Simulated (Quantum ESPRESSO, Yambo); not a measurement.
Cs2NaYF6 (space group Fm-3m, No. 225): one geometry, one set of PBEsol (Quantum ESPRESSO, PseudoDojo norm-conserving, 88 Ry, no spin-orbit coupling) orbitals, self-energies from Yambo (2×2×2 Γ-centred k mesh, bands 2 to 286 and a 7 Ry block in the screening, 286 bands in G with the Bruneval-Gonze terminator, plasmon pole fitted at 27.2 eV).

| level | gap Γ → Γ (eV) |
|---|---|
| PBEsol (Quantum ESPRESSO) | 6.73 |
| exchange only (Hartree-Fock self-energy on PBEsol orbitals) | … |
| static COHSEX@PBEsol | 11.20 |
| G0W0@PBEsol, plasmon pole | … |

Complete the blanks.


- exchange only (Hartree-Fock self-energy on PBEsol orbitals), gap Γ → Γ (eV): 18.81
- G0W0@PBEsol, plasmon pole, gap Γ → Γ (eV): 10.10

Bare exchange has no screening and gives the widest gap; static COHSEX screens it but leaves out the frequency dependence, which G0W0 restores.

Convergence of the G0W0 settings was not tested. The k mesh is coarse.

Geometry of the Materials Project entry, not relaxed at this level; primitive cell a = b = c = 6.5064 Å, α = β = γ = 60.00°.
